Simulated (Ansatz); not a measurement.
Relaxation of a randomly generated symmetric cell of B6O (space group No. 82); 7 atoms in the cell, which starts as I-4 (No. 82), tI14; a = b = 5.1158 Å, c = 4.0642 Å, α = β = γ = 90.00°. Calculation: PBE (plane waves to 420 eV, PAW, scalar-relativistic; Ansatz, a quantum-chemistry and plane-wave program). Γ-centred k-mesh 7×7×7 on the run's cell (coarser than for final values), Fermi–Dirac smearing 0.05 eV. This is the first round of the run. 

The optimiser's lines from the output (shortened; P is positive under compression):

```
relax step   1: F+E_penalty+E_count = -1483.36193371 eV  Δ(F+E_penalty+E_count) = +0.000e0 eV  max|allowed force component| = 1.258e1 eV/Å  Δτ_max = 0.0000 Å  P = +99.440 GPa  Ω = 53.183 Å³  (8 SCF iters, dr2 threshold 1.00e-7 eV, accepted)
relax step   2: F+E_penalty+E_count = -1489.76689429 eV  Δ(F+E_penalty+E_count) = -6.405e0 eV  max|allowed force component| = 6.446e0 eV/Å  Δτ_max = 0.0781 Å  P = +46.972 GPa  Ω = 57.869 Å³  (7 SCF iters, dr2 threshold 7.00e-7 eV, accepted)
relax step   3: F+E_penalty+E_count = -1493.26722834 eV  Δ(F+E_penalty+E_count) = -3.500e0 eV  max|allowed force component| = 3.952e0 eV/Å  Δτ_max = 0.0903 Å  P = +20.053 GPa  Ω = 61.541 Å³  (6 SCF iters, dr2 threshold 7.00e-7 eV, accepted)
relax step   4: F+E_penalty+E_count = -1495.38833013 eV  Δ(F+E_penalty+E_count) = -2.121e0 eV  max|allowed force component| = 2.077e0 eV/Å  Δτ_max = 0.1078 Å  P = +7.183 GPa  Ω = 64.467 Å³  (7 SCF iters, dr2 threshold 7.00e-7 eV, accepted)
relax step   5: F+E_penalty+E_count = -1496.66546176 eV  Δ(F+E_penalty+E_count) = -1.277e0 eV  max|allowed force component| = 1.140e0 eV/Å  Δτ_max = 0.1218 Å  P = +1.531 GPa  Ω = 67.087 Å³  (6 SCF iters, dr2 threshold 7.00e-7 eV, accepted)
relax step   6: F+E_penalty+E_count = -1497.20630643 eV  Δ(F+E_penalty+E_count) = -5.408e-1 eV  max|allowed force component| = 6.009e-1 eV/Å  Δτ_max = 0.1495 Å  P = -4.900 GPa  Ω = 71.084 Å³  (6 SCF iters, dr2 threshold 7.00e-7 eV, accepted)
relax step   7: F+E_penalty+E_count = -1497.25778141 eV  Δ(F+E_penalty+E_count) = -5.147e-2 eV  max|allowed force component| = 9.551e-1 eV/Å  Δτ_max = 0.1494 Å  P = +0.315 GPa  Ω = 67.619 Å³  (6 SCF iters, dr2 threshold 7.00e-7 eV, accepted)
relax step   8: F+E_penalty+E_count = -1497.41089057 eV  Δ(F+E_penalty+E_count) = -1.531e-1 eV  max|allowed force component| = 4.291e-1 eV/Å  Δτ_max = 0.0688 Å  P = +2.931 GPa  Ω = 67.712 Å³  (6 SCF iters, dr2 threshold 7.00e-7 eV, accepted)
relax step   9: F+E_penalty+E_count = -1497.43738267 eV  Δ(F+E_penalty+E_count) = -2.649e-2 eV  max|allowed force component| = 3.703e-2 eV/Å  Δτ_max = 0.0152 Å  P = +0.326 GPa  Ω = 68.638 Å³  (5 SCF iters, dr2 threshold 7.00e-7 eV, accepted)
relax step  10: F+E_penalty+E_count = -1497.43701360 eV  Δ(F+E_penalty+E_count) = +3.691e-4 eV  max|allowed force component| = 4.670e-2 eV/Å  Δτ_max = 0.0015 Å  P = -0.176 GPa  Ω = 68.873 Å³  (5 SCF iters, dr2 threshold 6.59e-7 eV, accepted)
relax step  11: F+E_penalty+E_count = -1497.43736542 eV  Δ(F+E_penalty+E_count) = -3.518e-4 eV  max|allowed force component| = 9.788e-4 eV/Å  Δτ_max = 0.0011 Å  P = -0.004 GPa  Ω = 68.796 Å³  (5 SCF iters, dr2 threshold 1.97e-7 eV, accepted)
relax step  12: F+E_penalty+E_count = -1497.68861367 eV  Δ(F+E_penalty+E_count) = -2.512e-1 eV  max|allowed force component| = 6.279e-2 eV/Å  Δτ_max = 0.0000 Å  P = +3.382 GPa  Ω = 68.796 Å³  stress off target by 6.65e0 GPa  SCF on the basis re-selected at this cell (its energy is not comparable with the rows above)  (7 SCF iters)
relax step  13: F+E_penalty+E_count = -1497.70756966 eV  Δ(F+E_penalty+E_count) = -1.896e-2 eV  max|allowed force component| = 2.173e-2 eV/Å  Δτ_max = 0.0053 Å  P = -0.500 GPa  Ω = 70.386 Å³  (5 SCF iters, dr2 threshold 7.00e-7 eV, accepted)
relax step  14: F+E_penalty+E_count = -1497.70980430 eV  Δ(F+E_penalty+E_count) = -2.235e-3 eV  max|allowed force component| = 8.767e-4 eV/Å  Δτ_max = 0.0014 Å  P = +0.097 GPa  Ω = 70.180 Å³  (5 SCF iters, dr2 threshold 7.00e-7 eV, accepted)
relax step  15: F+E_penalty+E_count = -1497.70971062 eV  Δ(F+E_penalty+E_count) = +9.368e-5 eV  max|allowed force component| = 3.767e-4 eV/Å  Δτ_max = 0.0002 Å  P = +0.001 GPa  Ω = 70.219 Å³  (4 SCF iters, dr2 threshold 9.73e-8 eV, accepted)
relax step  16: F+E_penalty+E_count = -1497.71407720 eV  Δ(F+E_penalty+E_count) = -4.367e-3 eV  max|allowed force component| = 6.025e-4 eV/Å  Δτ_max = 0.0000 Å  P = +0.024 GPa  Ω = 70.219 Å³  stress off target by 8.72e-2 GPa  SCF on the basis re-selected at this cell (its energy is not comparable with the rows above)  (6 SCF iters)
relax step  17: F+E_penalty+E_count = -1497.71406434 eV  Δ(F+E_penalty+E_count) = +1.286e-5 eV  max|allowed force component| = 8.230e-5 eV/Å  Δτ_max = 0.0001 Å  P = +0.001 GPa  Ω = 70.226 Å³  (4 SCF iters, dr2 threshold 1.90e-8 eV, accepted)
relax step  18: F+E_penalty+E_count = -1497.71408435 eV  Δ(F+E_penalty+E_count) = -2.001e-5 eV  max|allowed force component| = 4.666e-5 eV/Å  Δτ_max = 0.0000 Å  P = +0.001 GPa  Ω = 70.226 Å³  stress off target by 2.60e-3 GPa  SCF on the basis re-selected at this cell (its energy is not comparable with the rows above)  (4 SCF iters)
```

From the first to the last row the energy changes by -2.05 eV/atom and the volume by +32.0 %. The last row is marked as not comparable with the walk above it, whose basis was carried along; it does compare with step 1, since both stand on a basis selected at the nominal cutoff for their own cell.

Energy and pressure jump between steps 11 and 12 at one geometry, where the plane-wave basis was selected anew. While the cell walks, the set of plane waves is carried along, so its effective cutoff drifts with the strain; re-selecting it at 420 eV moved the energy by -0.036 eV/atom and the pressure by 3.4 GPa. Only step 1 and rows on a re-selected basis compare with each other.

Later rounds, restarted from the end of this one on a renewed k-mesh, logged 8 more steps and released under 0.01 eV/atom more. The final structure after all rounds: I-4m2 (No. 119), tI14; a = 5.243 Å, b = 5.243 Å, c = 5.110 Å, α = 90.00°, β = 90.00°, γ = 90.00°. Between re-selections the logged energies stand on a plane-wave basis carried along with the cell. No spin polarisation in the result.

The run could not lower the symmetry of its start; a shaken copy of this end point relaxes with PBE to Cm (No. 8), 0.27 eV/atom lower.

The relaxed structure here is a generated cell of B6O: the first start was made by a random draw of sites in a space group, and the end was not matched to a known phase here, so it may be hypothetical.
